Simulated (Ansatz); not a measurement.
# Property card for ZrTa

ZrTa (CsCl type, Pm-3m), a = b = c = 3.397 Å, α = β = γ = 90.00°.

Space group Pm-3m (No. 221), CsCl type; conventional cell a = b = c = 3.397 Å, α = β = γ = 90.00°.

Method: PBEsol in the plane-wave PAW code Ansatz. Structure relaxed to zero pressure with the same functional. Other levels are named where they apply.

**Cell and energy**

```
Item                                                         Result
-----------------------------------------------------  ------------
Volume per atom                                            19.59 Å³
Density                                                 11.53 g/cm³
Formation energy from the elements (no fitted shifts)  0.20 eV/atom
```

**Electronic structure**

```
Quantity                                                                    Value
------------------------------------  -------------------------------------------
Electronic character                                            metallic (no gap)
Density of states at the Fermi level  2.2 states/eV per atom (mean over ±0.08 eV)
Gap with spin–orbit coupling                                      none (metallic)
```

**Mechanics**

```
Quantity                                                                      Result
--------------------------------------------  --------------------------------------
Bulk modulus (Birch–Murnaghan fit)                                           138 GPa
Pressure derivative B′                                                           3.1
Elastic constants (relaxed ions, GPa)               C11 = 162, C12 = 128, C44 = 40.4
Mechanical stability                          stable (all eigenvalues of C positive)
Hill bulk and shear moduli                                          139 and 28.7 GPa
Young's modulus                                                             80.6 GPa
Poisson's ratio                                                                 0.40
Debye temperature from the elastic constants                                   197 K
```

**Phonons**

```
Property                                        Value
-----------------------------  ----------------------
Highest zone-centre frequency               172 cm^-1
Zone-centre stability          no imaginary mode at Γ
```

The start of the workflow was typed in or built on a structure type; neither database checked (COD, Materials Project) lists it. Whether it is the stable phase at ambient conditions was not checked. The cell was relaxed with PBEsol under the symmetry of its start. No spin polarisation was allowed. Its formation energy is positive at this level, so the cell may be metastable or incomplete. As this level gives no gap, shear constants depend on the k-mesh and smearing (Fermi–Dirac, 0.1 eV here). As this level gives no gap, phonon frequencies hold no LO–TO term and depend on the k-mesh and smearing (Fermi–Dirac, 0.1 eV here). The references are the lowest solids computed at this level, not always the standard phases. Spin–orbit coupling is left out wherever it is not named.

Potentials: the earlier of the program's two PAW sets. The files were generated under PBE; for other functionals the program regenerates the frozen cores, and for LDA and PBEsol the local potential too.
